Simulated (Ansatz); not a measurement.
## Kick test of a cell of Mg2CdTe3

The cell was found from a structure generator's guess, not taken from experiment.

Level of theory: DFT PBE, scalar-relativistic, plane waves, PAW (Ansatz). Plane waves to 420 eV, a k mesh through Γ of 6×6×4 on the computed 6-atom cell and Gaussian smearing (0.02 eV); no spin polarisation.

The cell below (6 atoms, space group P3m1 (No. 156)) is relaxed within its symmetry.

```
Mg Cd Te
1.0
     4.63322    0.00000    0.00000
    -2.31661    4.01249    0.00000
     0.00000    0.00000   11.31629
Mg Cd Te
2 1 3
Cartesian
  0.0000 2.6750 11.3095
  2.3166 1.3375 7.5734
  0.0000 0.0000 3.7580
  0.0000 0.0000 0.8959
  2.3166 1.3375 4.7551
  0.0000 2.6750 8.4860
```

For the test a repeat of it with 12 atoms (edges 4.63, 4.63, 22.63 Å) was strained at random (σ = 1.5 % a component), the atoms were moved at random (σ = 0.05 Å), and all was relaxed again on a coarse 3×3×1 mesh (in the run’s order of axes) with 0.10 eV smearing, with no symmetry imposed.

Spin–orbit coupling, which can matter for Te, is left out.

Question: Is the structure stable against such a distortion?

Answer: It returns, within 2 meV/atom of the unmoved cell on that mesh and with the same symmetry when read at 0.1 Å (P1 at 0.01 Å, so small strains and shifts remain). No instability shows in this cell; modes of other wave vectors, which need another repeat, aren't tested.
